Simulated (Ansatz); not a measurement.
BN:
```xyz
2
Lattice="0.0000 1.8029 1.8029 1.8029 0.0000 1.8029 1.8029 1.8029 0.0000" Properties=species:S:1:pos:R:3 pbc="T T T"
N      2.7043     2.7043     2.7043
B      0.0000     0.0000     0.0000
```

Cartesian axes are those of the cell as given.

Q: Give the proper piezoelectric stress tensor with relaxed ions from plane-wave PAW PBEsol (Ansatz code).

A: In C/m², rows x, y, z, Voigt columns; mesh uncertainty up to 0.00.
```
0.00  0.00  0.00  0.77  0.00  0.00
0.00  0.00  0.00  0.00  0.77  0.00
0.00  0.00  0.00  0.00  0.00  0.77
```

The elastic tensor of the same run (GPa):

```
     1    2    3    4    5    6
-  ---  ---  ---  ---  ---  ---
1  792  182  182  0.0  0.0  0.0
2  182  792  182  0.0  0.0  0.0
3  182  182  792  0.0  0.0  0.0
4  0.0  0.0  0.0  456  0.0  0.0
5  0.0  0.0  0.0  0.0  456  0.0
6  0.0  0.0  0.0  0.0  0.0  456
```

Q: Convert to strain constants d = e·S.

A: In pC/N:
```
0.0  0.0  0.0  1.7  0.0  0.0
0.0  0.0  0.0  0.0  1.7  0.0
0.0  0.0  0.0  0.0  0.0  1.7
```

Space group F-43m (zinc blende). Symmetry was held in the PBEsol relaxation.

Potentials: the later of the program's two PAW sets.
